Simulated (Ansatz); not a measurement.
**Data sheet: Si$_{3}$Bi$_{4}$O$_{12}$ (DFT)**

Si₃Bi₄O₁₂:
```
Si3Bi4O12
1.0
   -5.14011     5.14011     5.14011
    5.14011    -5.14011     5.14011
    5.14011     5.14011    -5.14011
Si Bi O
6 8 24
Direct
  0.62500   0.37500   0.25000
  0.87500   0.12500   0.75000
  0.25000   0.62500   0.37500
  0.75000   0.87500   0.12500
  0.37500   0.25000   0.62500
  0.12500   0.75000   0.87500
  0.50000   0.00000   0.33533
  0.00000   0.83533   0.50000
  0.16467   0.16467   0.16467
  0.83533   0.50000   0.00000
  0.00000   0.33533   0.50000
  0.50000   0.00000   0.83533
  0.33533   0.50000   0.00000
  0.66467   0.66467   0.66467
  0.34945   0.19140   0.41921
  0.80860   0.72781   0.15805
  0.27219   0.93023   0.08079
  0.06977   0.65055   0.34195
  0.15055   0.56977   0.84195
  0.69140   0.84945   0.91921
  0.22781   0.30860   0.65805
  0.43023   0.77219   0.58079
  0.41921   0.34945   0.19140
  0.15805   0.80860   0.72781
  0.08079   0.27219   0.93023
  0.34195   0.06977   0.65055
  0.84195   0.15055   0.56977
  0.91921   0.69140   0.84945
  0.65805   0.22781   0.30860
  0.58079   0.43023   0.77219
  0.19140   0.41921   0.34945
  0.72781   0.15805   0.80860
  0.93023   0.08079   0.27219
  0.65055   0.34195   0.06977
  0.56977   0.84195   0.15055
  0.84945   0.91921   0.69140
  0.30860   0.65805   0.22781
  0.77219   0.58079   0.43023
```

Space group I-43d (No. 220); conventional cell a = b = c = 10.280 Å, α = β = γ = 90.00°.

Method: DFT-PBEsol in the program Ansatz with PAW potentials. Geometry: relaxed at this level of theory. Other levels are named where they apply.

### Cell and energy

```json
{
 "volume_per_atom": "14.30 Å³",
 "density": "6.80 g/cm³",
 "Formation energy from the elements (no fitted shifts)": "-2.03 eV/atom"
}
```

### Electronic structure

```json
{
 "band_gap": "3.98 eV (indirect)",
 "valence_band_maximum": "at H",
 "conduction_band_minimum": "on the Γ–H line, 54 % of the way from Γ (6 equivalent valleys)",
 "smallest_direct_gap_on_the_standard_path": "4.03 eV",
 "electron_effective_mass": "1.8, 2.1, 2.1 mₑ (principal values)",
 "HSE06 gap on the PBEsol cell": "5.30 eV"
}
```

### Mechanics

```json
{
  "Bulk modulus (Birch–Murnaghan fit)": "63.6 GPa",
  "Pressure derivative B′": "6.7",
  "Elastic constants (relaxed ions, GPa)": "C11 = 141, C12 = 27.1, C44 = 50.5",
  "mechanical_stability": "stable (all eigenvalues of C positive)",
  "hill_bulk_and_shear_moduli": "65.2 and 53.1 GPa",
  "Young's modulus": "125 GPa",
  "Poisson's ratio": "0.18",
  "debye_temperature_from_the_elastic_constants": "378 K",
  "Piezoelectric stress constants (proper, relaxed ions, C/m²)": "e14 = e25 = e36 = -0.06"
}
```

### Dielectric response

```json
{
 "Electronic dielectric constant ε∞ (DFPT)": "4.33",
 "Born charges (a third of the trace)": "Si +3.63, Bi +4.30, O -2.34 e"
}
```

The first step of the workflow began from a Materials Project structure, measured or hypothetical; the Crystallography Open Database files this formula in space group No. 220, but the cells were not matched. Whether it is the stable phase at ambient conditions was not checked. Symmetry was held in the PBEsol relaxation; its stability against distortions is not shown here. Signs of piezoelectric constants follow the polarity of the cell as given. The references are the lowest solids computed at this level, not always the standard phases (solids in place of the gases). Spin–orbit coupling is left out wherever it is not named.

Potentials: the later of the program's two PAW sets.
